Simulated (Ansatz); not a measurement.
The relaxed structure here is a generated cell of WSe2: the first start was made by placing the elements on the sites of a structure type, and the end was not matched to a known phase here, so it may be hypothetical. Known forms of WSe2 include space group No. 194.

The end point of a relaxation of WSe₂. Space group P2₁/c (No. 14), AFLOW prototype A2B_mP12_14_2e_e (C43, as in ZrO2). All values below come from PBEsol (plane waves to 420 eV, PAW, scalar-relativistic; Ansatz, a quantum-chemistry and plane-wave program).

```xyz
12
Lattice="6.2259 0.0000 0.0000 0.0000 6.2127 0.0000 -1.1078 0.0000 6.1590" Properties=species:S:1:pos:R:3 pbc="T T T"
W      1.4962     0.3081     1.2230
W      4.1758     3.4145     1.8565
W      3.6219     5.9046     4.9360
W      0.9423     2.7982     4.3025
Se     0.1896     2.2934     1.9687
Se     5.4824     5.3998     1.1108
Se     4.9285     3.9193     4.1903
Se    -0.3643     0.8129     5.0482
Se     2.2280     4.7417     3.0468
Se     3.4440     1.6354     0.0327
Se     2.8901     1.4710     3.1122
Se     1.6741     4.5773     6.1263
```

- Volume per atom = 19.85 Å³
- Band gap = no gap (metallic)
- Shortest distances = Se–W 2.49 Å; Se–Se 3.02 Å
- k-mesh = 6×6×6

Band energies at high-symmetry points (eV from the Fermi level; labels of this space group; no spin-orbit coupling), from −5 eV up to 4.1 eV:

| point | energies |
|---|---|
| Γ | -4.94 -4.79 -4.25 -4.10 -3.57 -3.48 -3.41 -3.33 -3.26 -2.36 -2.35 -1.83 -1.22 -1.19 -0.95 -0.84 -0.61 -0.56 -0.52 0.30 0.36 0.99 1.05 1.37 1.43 1.83 1.95 2.32 2.62 2.72 2.90 3.29 3.31 3.68 3.84 |
| Z | -4.98 -4.98 -4.44 -4.44 -3.94 -3.94 -3.70 -3.70 -2.91 -2.91 -2.49 -2.49 -1.87 -1.87 -1.84 -1.84 -0.65 -0.65 -0.02 -0.02 0.02 0.02 0.71 0.71 1.26 1.26 1.71 1.71 2.28 2.28 2.65 2.65 3.25 3.25 |
| D | -4.81 -4.81 -4.67 -4.67 -4.43 -4.43 -3.85 -3.85 -3.37 -3.37 -2.49 -2.49 -2.41 -2.41 -1.94 -1.94 -0.73 -0.73 -0.49 -0.49 0.39 0.39 0.81 0.81 0.94 0.94 1.42 1.42 2.03 2.03 3.30 3.30 3.71 3.71 4.03 4.03 |
| B | -4.83 -4.83 -4.18 -4.18 -4.04 -4.04 -3.93 -3.93 -3.47 -3.47 -2.55 -2.55 -2.20 -2.20 -1.25 -1.25 -0.62 -0.62 -0.11 -0.11 0.28 0.28 0.72 0.72 0.99 0.99 1.96 1.96 2.18 2.18 2.88 2.88 3.07 3.07 |
| A | -4.07 -4.07 -3.95 -3.95 -3.51 -3.51 -3.00 -3.00 -2.81 -2.81 -2.26 -2.26 -1.52 -1.52 -0.93 -0.93 -0.08 -0.08 0.40 0.40 0.58 0.58 0.86 0.86 1.71 1.71 1.90 1.90 2.63 2.63 3.36 3.36 |
| E | -4.56 -4.56 -4.49 -4.49 -4.08 -4.08 -4.03 -4.03 -3.35 -3.35 -2.92 -2.92 -2.69 -2.69 -2.22 -2.22 -0.41 -0.41 -0.36 -0.36 -0.03 -0.03 0.41 0.41 1.33 1.33 1.76 1.76 2.29 2.29 2.86 2.86 3.87 3.87 |
| C2 | -4.69 -4.69 -4.53 -4.53 -3.89 -3.89 -3.61 -3.61 -3.11 -3.11 -2.84 -2.84 -2.16 -2.16 -1.81 -1.81 -0.36 -0.36 -0.10 -0.10 0.15 0.15 0.57 0.57 0.72 0.72 2.04 2.04 2.48 2.48 3.11 3.11 3.25 3.25 4.07 4.07 |
| Y2 | -4.99 -4.42 -4.12 -3.97 -3.95 -3.52 -3.28 -2.85 -2.63 -2.62 -2.29 -1.99 -1.83 -1.66 -1.44 -1.09 -0.49 -0.29 -0.26 0.39 0.44 0.53 0.57 1.27 1.28 1.67 2.01 2.22 2.33 2.58 3.35 3.51 3.73 3.80 |

No spin polarisation in the result.

The run could not lose the symmetry of its start; a randomly shaken copy of 12 atoms returns to this structure.
